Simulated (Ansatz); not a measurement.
**Stability checks on a candidate for BaH4**

It was reached by relaxing an invented guess, and it needn't be the stable form of this composition.

The calculation used DFT PBE, scalar-relativistic, plane waves, PAW (Ansatz). Settings of the last relaxation (5-atom cell): 420 eV, 6×6×6 k points, Gaussian smearing of 0.02 eV, no spin polarisation.

```cif
data_structure
_symmetry_space_group_name_H-M 'C2/m'
_symmetry_Int_Tables_number 12
_cell_length_a 7.5683
_cell_length_b 4.5642
_cell_length_c 4.4078
_cell_angle_alpha 90.000
_cell_angle_beta 122.427
_cell_angle_gamma 90.000
_cell_volume 128.52
loop_
_atom_site_label
_atom_site_type_symbol
_atom_site_symmetry_multiplicity
_atom_site_Wyckoff_symbol
_atom_site_fract_x
_atom_site_fract_y
_atom_site_fract_z
_atom_site_occupancy
Ba1 Ba 2 c 0.00000 0.00000 0.50000 1
H1 H 4 i 0.74159 0.00000 0.75995 1
H2 H 4 i 0.53865 0.00000 0.96854 1
```

Formation energies are uncorrected and refer to the elements' standard structures at the same level (H₂ as a molecule).

Q: These tests were run: energy against the elements; phonons on a 2×2×2 q mesh. What do they show?

A:

| test | result |
| --- | --- |
| energy against the elements | −0.283 eV/atom |
| phonons on a 2×2×2 q mesh | no imaginary mode on the mesh, but the interpolation dips to 12i cm⁻¹ between its points |

It fails none of these tests outright. Other phases of the system weren't compared here, so this isn't yet thermodynamic stability. Undecided within the accuracy: phonons on a 2×2×2 q mesh.

With hydrogen, zero-point motion can shift formation energies by some tens of meV/atom. The run for the phonons used a 6×6×6 k mesh.
